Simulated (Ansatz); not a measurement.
Data:

InIr$_{3}$N:
```xyz
5
Lattice="4.1317 0.0000 0.0000 0.0000 4.1317 0.0000 0.0000 0.0000 4.1317" Properties=species:S:1:pos:R:3 pbc="T T T"
In     0.0000     0.0000     0.0000
Ir     0.0000     2.0658     2.0658
Ir     2.0658     0.0000     2.0658
Ir     2.0658     2.0658     0.0000
N      2.0658     2.0658     2.0658
```

This is the r²SCAN-relaxed structure.

**Question.** All from r²SCAN (plane waves, PAW; program Ansatz), unless another level is named. Predict the electronic character.

**Answer.** metallic (no gap).

**Question.** What about the density of states at the Fermi level?

**Answer.** 0.89 states/eV per atom (mean over ±0.08 eV).

**Question.** Give the formation energy from the elements (no fitted shifts).

**Answer.** 0.52 eV/atom.

Space group Pm-3m (anti-perovskite). The start of the workflow was typed in or built on a structure type; neither database checked (COD, Materials Project) lists it. Whether it is the stable phase at ambient conditions was not checked. Symmetry was held in the r²SCAN relaxation; its stability against distortions is not shown here. The workflow began spin-polarised and lost its moments. Its formation energy is positive at this level, so the cell may be metastable or incomplete. The references are the lowest solids computed at this level, not always the standard phases (solids in place of the gases). Scalar-relativistic: spin–orbit coupling is off unless named, which matters more the heavier the elements.

Potentials: the later of the program's two PAW sets.
